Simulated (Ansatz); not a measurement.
The calculation used DFT PBE, scalar-relativistic, plane waves, PAW, and for the lanthanide a 4f-in-core norm-conserving potential, in Ansatz 0.2.0. Settings: cutoff 690 eV, Γ-centred meshes spaced at most about 0.3 Å⁻¹, and about 0.25 Å⁻¹ or finer for metals (2π included), Gaussian smearing. No spin polarisation in the final relaxations.

Temperature and zero-point effects are left out. All come from trial cells, and lower structures may exist.

**Question.** Which of these relaxed structures of Tb2As2Ir is the lowest in energy?
A.

```
Tb As Ir
1.0
     3.59054    0.00000    0.00000
     0.00000    3.59054    0.00000
     0.00000    0.00000    8.63348
Tb As Ir
2 2 1
Cartesian
  1.7953 1.7953 5.9383
  1.7953 1.7953 2.6952
  1.7953 1.7953 0.0000
  0.0000 0.0000 4.3167
  0.0000 0.0000 0.0000
```

B.

```
Tb As Ir
1.0
    -1.83729    1.83729    8.13901
     1.83729   -1.83729    8.13901
     1.83729    1.83729   -8.13901
Tb As Ir
2 2 1
Direct
  0.60114 0.60114 0.00000
  0.39886 0.39886 0.00000
  0.25000 0.75000 0.50000
  0.75000 0.25000 0.50000
  0.00000 0.00000 0.00000
```

**Answer.** B. It has space group I4/mmm (No. 139); the next, A, with space group P4/mmm (No. 123), lies 120 meV/atom higher. Counting As atoms around Ir and Tb (those within 1.25 times the shortest such distance or 1.15 times the sum of covalent radii, 1.27 where that leaves under three; a plus sign parts nearer from farther groups; the shortest distance is added where it exceeds 1.18 times the sum of covalent radii), the lowest has Tb 4, Ir 8 from 4.5 Å and the next has Tb 1+4, Ir 4. The lowest holds As–As nets (shortest 2.60 Å); in the next the shortest As–As distance is 3.59 Å.

Spin–orbit coupling, which can matter for Ir, is left out. Cells relaxed within their symmetry can be saddle points. Some structure types and database cells were kept out of the candidates from the start, so a known form may be missing.

The lanthanide is trivalent by construction, without f bands, f moments or other valences.
